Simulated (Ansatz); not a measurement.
What a change of settings does: W (bcc type)

First run: DFT, PBE, PAW with Ansatz's default frozen-core files, scalar-relativistic (Ansatz 0.2.0).

Command: `ansatz run input.yaml --threads 1 --pin off --max-ram 3584MiB --backend cpu --events-out ev --progress --plain --runs-dir out` It took 3.3 s on 1 thread of Intel(R) Xeon(R) 6975P-C (Granite Rapids), with other jobs on the host, peak memory 0.38 GiB.

```yaml
crystal:
  lattice:
    - [-1.5921819128, 1.5921819128, 1.5921819128]
    - [1.5921819128, -1.5921819128, 1.5921819128]
    - [1.5921819128, 1.5921819128, -1.5921819128]
  atoms:
    - { symbol: W, position: [0.0, 0.0, 0.0] }
kpoints:
  mp_grid: { grid: [19, 19, 19] }
scf:
  occupations: { method: fermi_dirac, width: 0.08 }
hamiltonian:
  xc: pbe
  pseudopotentials: { kind: paw }
output:
  forces: true
  stress: true
relax:
  f_tol: 0.005
  max_steps: 40
  cell: {}
```

The start is a guessed cell.

This run: bulk cell relaxed.

It converges in 17 SCF iterations over all geometries at a pressure of 0.00 GPa, ending at 16.13 Å³/atom, cutoff 420 eV.

The input is then changed:

```diff
   pseudopotentials: { kind: paw }
+  hubbard: { sites: [{ species: W, l: d, u_eff: 8.0 }], double_counting: amf }
 output:
```

**Question.** Predict the outcome of the changed run.

**Answer.** It converges in 29 SCF iterations over all geometries at a pressure of -0.02 GPa, ending at 17.29 Å³/atom, cutoff 420 eV.
